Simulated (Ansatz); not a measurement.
System: Ir (fcc type), 1 atom in the cell.

Computed with Ansatz, PBE, all-electron LAPW, point nucleus.

k-mesh 12×12×12 Γ-centred; Fermi–Dirac smearing of 0.1 eV; no spin polarisation; no spin–orbit coupling.

```
Ir
1.0
     0.00000    1.93500    1.93500
     1.93500    0.00000    1.93500
     1.93500    1.93500    0.00000
Ir
1
Direct
  0.00000 0.00000 0.00000
```

Task: Is the cell under compression or tension, and by how much?

Result: The pressure is -0.12 GPa, so at these settings the cell is stretched and would shrink.

The k-mesh is modest, so these values aren't fully converged in k.
